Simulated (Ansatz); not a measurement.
Ag (fcc (Cu type)), relaxed with PBEsol (Ansatz, a first-principles code, plane waves, PAW): a = b = c = 4.053 Å, α = β = γ = 90.00°.

```
Property              Value
--------------------  -----
B₀ by P(V) fit (GPa)    118
K_Hill (GPa)            119
G_Hill (GPa)           33.7
Θ_D (K)                 233
```

Task: The same phase is relaxed and computed with r²SCAN in the same code. What are the cell and these values now?

Result: a = b = c = 4.1045 Å, α = β = γ = 90.00°.

B₀ by P(V) fit (GPa): 102
K_Hill (GPa): 103
G_Hill (GPa): 27.6
Θ_D (K): 212

All cells were relaxed under the symmetry of their starts (and spin orders); stability against distortions was not tested throughout. Rows with no word on spin ran without spin polarisation. Scalar-relativistic: spin–orbit coupling is off unless named, which matters more the heavier the elements.

Potentials: the later of the program's two PAW sets.

Ansatz is a plane-wave DFT program.
